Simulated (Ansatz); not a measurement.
Input:

Starting cell, TiC (rock salt):

```yaml
crystal:
  lattice:
    - [0.00000, 2.14664, 2.14664]
    - [2.14664, 0.00000, 2.14664]
    - [2.14664, 2.14664, 0.00000]
  atoms:
    - { symbol: C, position: [0.00000, 0.00000, 0.00000] }
    - { symbol: Ti, position: [0.50000, 0.50000, 0.50000] }
```

Scan: atom 1 (C, nearest neighbour Ti at 2.147 Å; its periodic images, 3.0 Å or more away, move with it) is displaced towards the nearest neighbour, direction (0.000, 0.000, 1.000) in Cartesian axes, by s. The other atoms stay.

These are PBEsol (plane waves to 420 eV, PAW, scalar-relativistic; Ansatz, an electronic-structure program) values and carry that method's errors. k mesh 15×15×15 (Γ-centred), Fermi-Dirac smearing 0.05 eV. Energies are smeared free energies. With partly filled bands, energies and forces of such displacements shift with the k mesh and the smearing. TiC is run without spin polarisation. TiC was relaxed with its symmetry unable to fall. ΔE is measured from the undisplaced structure.

The scan covers s from -0.210 to 0.210 Å in 11 points.

**Question.** Is this a single well or a double well?

**Answer.** A single well with its minimum at or next to zero displacement.

**Question.** Is the energy the same for equal positive and negative displacements?

**Answer.** Even: the same for both signs. With its periodic images moving along, the atom's site symmetry in this cell is m-3m.

**Question.** What is the force constant k = d²E/ds² of this move at s = 0?

**Answer.** 10.4 eV/Å².

**Question.** With two atoms in the cell this is the zone-centre optical mode. What wavenumber follows?

**Answer.** 542 cm⁻¹.

(A displaced cell: forces are minus the slopes of the energy, force constants its curvatures, and phonons follow from these.)
